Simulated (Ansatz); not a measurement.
The start is a generated trial cell of Bi2Te3 in the Bi2Te3 structure type. A full variable-cell relaxation at zero pressure is run with r2SCAN (plane waves to 500 eV, PAW, scalar-relativistic; Ansatz, a program for electronic structure). The first steps use a coarse 6×6×6 k-mesh.

Initial structure:
```yaml
crystal:
  lattice:
    - [2.18457, 1.26126, 10.14098]
    - [-2.18457, 1.26126, 10.14098]
    - [0.00000, -2.52252, 10.14098]
  atoms:
    - { symbol: Bi, position: [0.39900, 0.39900, 0.39900] }
    - { symbol: Bi, position: [0.60100, 0.60100, 0.60100] }
    - { symbol: Te, position: [0.00000, 0.00000, 0.00000] }
    - { symbol: Te, position: [0.20800, 0.20800, 0.20800] }
    - { symbol: Te, position: [0.79200, 0.79200, 0.79200] }
```

```yaml
largest_initial_force: 0.66 eV/Å, on Te4, Te5 (atoms numbered as listed)
outcome: The space group stays R-3m (No. 166) (the run could not lower it); the end is AFLOW prototype A2B3_hR5_166_c_ac (C33, as in Bi2Te3), with 5 atoms in the primitive cell
energy_released: 0.03 eV/atom
volume_change: +8.7 %, from 33.53 to 36.45 Å³/atom
Shortest distances (start → end): "The closest pairs of elements (up to four, under 3.6 Å), start → end: Bi–Te 3.11 → 3.07 Å; Te–Te 3.56 → 4.14 Å"
band_gap_at_the_end: 0.87 eV, direct at Γ (no spin-orbit coupling)
optimiser_moves: 8
```

Final structure:

Space group R-3m, hexagonal axes (No. 166); a = b = 4.4200 Å, c = 32.3148 Å, α = β = 90.00°, γ = 120.00°

```csv
atom,site,symmetry,x,y,z
Bi,6c,3m,0.0000,0.0000,0.3969
Te,3a,-3m,0.0000,0.0000,0.0000
Te,6c,3m,0.0000,0.0000,0.2170
```
(The calculation used a cell of 5 atoms; values per cell refer to that cell.)

Final values are on a 9×9×9 k-mesh of the relaxed cell. No spin polarisation in the result. Spin-orbit coupling is missing; with elements this heavy it can move band edges by tenths of an eV or more.

The run could not lose the symmetry of its start; a randomly shaken copy of 5 atoms returns to this structure.
